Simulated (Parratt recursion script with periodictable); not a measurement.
## Peak EUV reflectivity of a Si/Mo multilayer on Si against the number of periods

| layer, from the top | thickness (Å) | density (g/cm³) | rms roughness of its top face (Å) | δ at 13.5 nm | β at 13.5 nm |
|---|---|---|---|---|---|
| Si (in each period) | 36.3 | 2.313 | 3 | 9.927 × 10⁻⁴ | 0.001813 |
| Mo (in each period) | 36.3 | 10.026 | 3 | 0.07476 | 0.006314 |
| Si (substrate) | – | 2.313 | 3 | 9.927 × 10⁻⁴ | 0.001813 |

The refractive index is n = 1 − δ + iβ; the runs take δ and β at each wavelength of the scan. Vacuum lies above.

Densities are inputs, not measurements. They were set from computed cells of the Materials Project: Si from entry mp-149 (Fd-3m, 2.313 g/cm³); Mo from entry mp-129 (Im-3m, 10.026 g/cm³). A layer's crystal structure does not enter its constants, only its composition and density.

Method: EUV and soft X-ray reflectivity, Parratt recursion, Névot-Croce roughness, Henke tables (Parratt recursion script with periodictable 1.7.1).

Light falls at α = 20° from the surface normal. It is p-polarised. The wavelength is scanned from 12.42 to 14.58 nm in 161 evenly spaced points, without smoothing. The peak is the highest scan point; its wavelength and height come from a parabola through R at that point and its two neighbours.

The runs differ in the number of periods N alone.

| N | peak λ (nm) | peak R (%) |
|---|---|---|
| 15 | 13.159 | 37.4 |
| 20 | 13.156 | 48.0 |
| 25 | 13.159 | ? |
| 60 | 13.173 | 63.8 |

**Question.** Estimate the peak reflectivity for N = 25, trying the form R = R∞ tanh²(aN + b).

**Answer.** Take R∞ from the largest stack, 63.8 % at N = 60. For the shown rows under 97 % of it, y = artanh[(R/R∞)^½] is 1.010 at N = 15, 1.322 at N = 20. The line through them has a = 0.0624 and b = 0.074. This form gives tanh²y = 0.998 at N = 60, in keeping with the choice of R∞. At N = 25, y = 1.634 and R = 63.8 × tanh²y = 54.8 %.

The run gave 54.8 %, so the form misses by 0.0 points.
